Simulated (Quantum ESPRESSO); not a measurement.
Kohn-Sham bands of Zn2SeS (P-4m2)

```
CELL_PARAMETERS angstrom
      3.90929     0.00000     0.00000
      0.00000     3.90929     0.00000
      0.00000     0.00000     5.52212
ATOMIC_POSITIONS crystal
  Zn 0.50000 0.00000 0.76306
  Zn 0.00000 0.50000 0.23694
  Se 0.00000 0.00000 0.50000
  S  0.50000 0.50000 0.00000
```

Materials Project entry mp-1215430; symmetrised, unrelaxed at this level. Not found in the COD (Crystallography Open Database) copy used; not checked further. Level: PBEsol, spinors with spin-orbit coupling; pw.x of Quantum ESPRESSO at 69 Ry with PseudoDojo potentials, 4×4×4 k-points, Wannier90. Density: 8×8×6 mesh, cold smearing 0.01 Ry.

Question: List the Kohn-Sham levels between −8 and 4.4 eV relative to the valence-band maximum at the high-symmetry points, as a band run of pw.x on that density gives them (levels within 2 meV counted together).

Answer: 
| point | k (reciprocal lattice) | levels (eV) |
|---|---|---|
| Γ | 0.000 0.000 0.000 | -6.75 (×2), -6.74 (×2), -6.67 (×2), -6.52 (×2), -6.37 (×2), -6.33 (×2), -6.14 (×2), -6.14 (×2), -6.10 (×2), -5.90 (×2), -4.85 (×2), -2.47 (×2), -2.39 (×2), -0.27 (×2), -0.05 (×2), 0.00 (×2), 1.40 (×2), 2.93 (×2), 3.50 (×2) |
| X | 0.000 0.500 0.000 | -6.68 (×2), -6.62 (×2), -6.55 (×2), -6.44 (×2), -6.38 (×2), -6.32 (×2), -6.18 (×2), -6.12 (×2), -6.09 (×2), -6.02 (×2), -4.35 (×2), -4.16 (×2), -2.75 (×2), -2.67 (×2), -1.41 (×2), -0.70 (×2), 4.04 (×2) |
| M | 0.500 0.500 0.000 | -6.73 (×2), -6.67 (×2), -6.38 (×2), -6.38 (×2), -6.35 (×2), -6.32 (×2), -6.11 (×2), -6.09 (×2), -5.92 (×2), -5.88 (×2), -4.89 (×2), -4.84 (×2), -2.59 (×2), -2.44 (×2), -2.32 (×2), -2.14 (×2), 2.66 (×2), 3.12 (×2), 3.52 (×2), 3.54 (×2) |
| Z | 0.000 0.000 0.500 | -6.76 (×2), -6.71 (×2), -6.64 (×2), -6.58 (×2), -6.46 (×2), -6.39 (×2), -6.19 (×2), -6.17 (×2), -6.10 (×2), -6.08 (×2), -2.92 (×2), -2.89 (×2), -1.75 (×2), -1.74 (×2), -1.16 (×2), -0.97 (×2), 3.76 (×2), 3.81 (×2), 4.15 (×2), 4.31 (×2) |
| R | 0.000 0.500 0.500 | -6.70 (×2), -6.66 (×2), -6.44 (×2), -6.41 (×2), -6.31 (×2), -6.29 (×2), -6.07 (×2), -6.07 (×2), -5.93 (×2), -5.90 (×2), -5.61 (×2), -5.36 (×2), -1.38 (×2), -1.10 (×2), -0.97 (×2), -0.62 (×2), 2.56 (×2), 2.80 (×2) |
| A | 0.500 0.500 0.500 | -6.65 (×2), -6.54 (×2), -6.48 (×2), -6.39 (×2), -6.30 (×2), -6.20 (×2), -6.14 (×2), -6.08 (×2), -5.84 (×2), -5.75 (×2), -4.88 (×2), -4.82 (×2), -3.01 (×2), -2.98 (×2), -2.89 (×2), -2.79 (×2) |
